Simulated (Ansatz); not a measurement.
# Is this Sc4S3 structure a true minimum?

The structure comes from a proposed guess, relaxed at this level; another structure or a mixture of phases may lie lower.

All numbers below come from DFT PBE, scalar-relativistic, plane waves, PAW in Ansatz 0.2.0. Settings: cutoff 420 eV, Γ-centred mesh 12×12×12 on the computed 7-atom cell, Gaussian smearing of 0.10 eV; no spin polarisation.

The cell below (7 atoms, space group R-3m (No. 166)) is relaxed within its symmetry.

```
CELL_PARAMETERS angstrom
1.81127 1.04573 11.75824
-1.81127 1.04573 11.75824
0.00000 -2.09147 11.75824
ATOMIC_POSITIONS crystal
Sc 0.12978 0.12978 0.12978
Sc 0.71193 0.71193 0.71193
Sc 0.87022 0.87022 0.87022
Sc 0.28807 0.28807 0.28807
S 0.42072 0.42072 0.42072
S 0.00000 0.00000 0.00000
S 0.57928 0.57928 0.57928
```

For the test it was strained at random (σ = 1.5 % a component), the atoms were moved at random (σ = 0.10 Å), and all was relaxed again on a coarse 8×8×8 mesh (in the run’s order of axes) with 0.20 eV smearing, with no symmetry imposed.

Task: Is the structure stable against such a distortion?

Result: It returns, within 1 meV/atom of the unmoved cell on that mesh and with the same symmetry when read at 0.1 Å. So it is stable against the distortions that fit this cell and that this random move excites. Modes that don't fit the cell aren't tested.
